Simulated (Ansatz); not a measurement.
Al₂Au (fluorite or antifluorite type, space group No. 225) under volume change, PBEsol (plane waves, PAW; program Ansatz), scaled uniformly.

| V (Å³/atom) | E − E(relaxed) (meV/atom) | P (GPa) |
|---|---|---|
| 16.405 | (withheld) | (withheld) |
| 16.945 | 26.2 | 8.23 |
| 17.486 | 6.2 | 3.76 |
| 18.027 | 0.0 | 0.00 |
| 18.568 | 5.5 | -3.17 |
| 19.109 | 20.8 | -5.83 |
| 19.649 | (withheld) | (withheld) |

Question: Complete the blanks.

Answer: 
- 16.405, E − E(relaxed) (meV/atom): 62.6
- 16.405, P (GPa): 13.52
- 19.649, E − E(relaxed) (meV/atom): 44.4
- 19.649, P (GPa): -8.05

Question: What does a third-order Birch–Murnaghan fit give for V₀, B₀ and B′?

Answer: V₀ = 18.03 Å³/atom, B₀ = 115 GPa, B′ = 4.7.

Space group Fm-3m (fluorite or antifluorite type). The PBEsol relaxation kept the symmetry of its start; of distortions, only those at the zone centre were tested. Scalar-relativistic: spin–orbit coupling is off unless named, which matters more the heavier the elements.

Potentials: the later of the program's two PAW sets.
